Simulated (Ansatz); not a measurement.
The relaxed structure here is a generated cell of ZnAg: the first start was made by placing the elements on the sites of a structure type, and the end was not matched to a known phase here, so it may be hypothetical.

One starting cell of ZnAg (a generated cell, ZnAg placed in the AFLOW prototype AB_oP2_25_b_a (as in CdTe)) was relaxed twice with Ansatz (plane waves, PAW, scalar-relativistic): with PBEsol at 420 eV and with PBE at 420 eV. The PBEsol result:

ZnAg is modelled in the orthorhombic space group Pmmm (No. 47), Pearson symbol oP2. Lattice parameters: a = 2.716 Å, b = 2.753 Å, c = 4.543 Å, α = 90.00°, β = 90.00°, γ = 90.00°. Zn on 1d has 4 Ag at 2.646 Å and 4 Zn at 2.716–2.753 Å. Ag on 1a sees 4 Zn at 2.646 Å and 4 Ag at 2.716–2.753 Å. (Neighbours: up to the widest gap in distance over summed covalent radii, below 1.35, at either atom.)

| quantity | PBEsol | PBE |
|---|---|---|
| space group | Pmmm | Pmmm |
| volume (Å³/atom) | 16.99 | (withheld) |
| a (Å) | 2.716 | (withheld) |
| b (Å) | 2.753 | (withheld) |
| c (Å) | 4.543 | (withheld) |
| gap (eV, no spin-orbit coupling) | 0.00 | (withheld) |

Task: Fill in the PBE column.

Result: 
- volume (Å³/atom), PBE: 18.31
- a (Å), PBE: 2.773
- b (Å), PBE: 2.852
- c (Å), PBE: 4.629
- gap (eV, no spin-orbit coupling), PBE: 0.00

Both levels end in the same structure; PBE's volume is 7.8 % larger. Neither column is exact.

No spin polarisation in the result.

The run could not lose the symmetry of its start, so the end can be a saddle point.

Ansatz is a program for electronic structure.
